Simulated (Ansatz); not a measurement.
Trial structure of NbTe₈Mo₃, not yet relaxed:

```
Nb Te Mo
1.0
     2.72938    0.00000    0.00000
    -1.36469    2.36371    0.00000
     0.00000    0.00000   53.73782
Nb Te Mo
1 8 3
Cartesian
  0.0000 0.0000 0.0000
  0.0000 1.5758 12.0622
  0.0000 1.5758 25.4967
  0.0000 1.5758 38.9311
  0.0000 1.5758 52.3656
  0.0000 1.5758 1.3723
  0.0000 1.5758 14.8067
  0.0000 1.5758 28.2412
  0.0000 1.5758 41.6756
  0.0000 0.0000 13.4345
  0.0000 0.0000 26.8689
  0.0000 0.0000 40.3034
```

Level of theory: DFT PBE, scalar-relativistic, plane waves, PAW in Ansatz. Plane waves to 420 eV, a k mesh through Γ of 6×6×1 on the computed 12-atom cell and Gaussian smearing (0.10 eV); no spin polarisation.

Formation energies are uncorrected and refer to the elements' standard structures at the same level.

Question: What does a single point on this coarse mesh give?

Answer: The pressure is 167.5 GPa (the mean over three directions, positive in compression), the largest force is 34.84 eV/Å, and the energy is +9.22 eV/atom against the elements. The shortest distance is 2.09 Å, so close that the PAW spheres overlap strongly and these values are rough.

Question: Is it a good guess?

Answer: A poor one: relaxing gains about 9.5 eV/atom (the start's value is from the coarse mesh, so the gain is rough) in 29 ionic steps and ends at −0.30 eV/atom on the finer mesh. The symmetry stays P-6m2 (No. 187). The volume per atom grows by 11.1 %, from 28.9 to 32.1 Å³. The shortest distance goes from 2.09 Å (Nb–Te and Te–Mo) to 2.74 Å (Te–Mo). The ratio c/a of the conventional cell changes by a factor of 0.49. Conventional cell: a = 3.585 Å, c = 34.606 Å. Nb is surrounded by 6 Te at 2.80 Å; Te on its first site is surrounded by 3 Mo at 2.74 Å; around Mo on a site of symmetry 3m lie 6 Te at 2.74 Å; 4 more sites not described.

The last run used collinear spin, a 12×12×2 mesh (in the run's order of axes) for its 12-atom cell and Gaussian smearing of 0.10 eV. Weakly bound directions are ill-defined at this level, which has no dispersion term. These runs have no spin–orbit coupling, which can matter for Te. The reference form of Te is held partly by dispersion forces, which this level lacks. The magnetic state reached may not be the lowest. The relaxation can't lower the symmetry of the start, and the grade says only how near the guess is to its own end. A structure relaxed within its symmetry needn't be a true minimum.
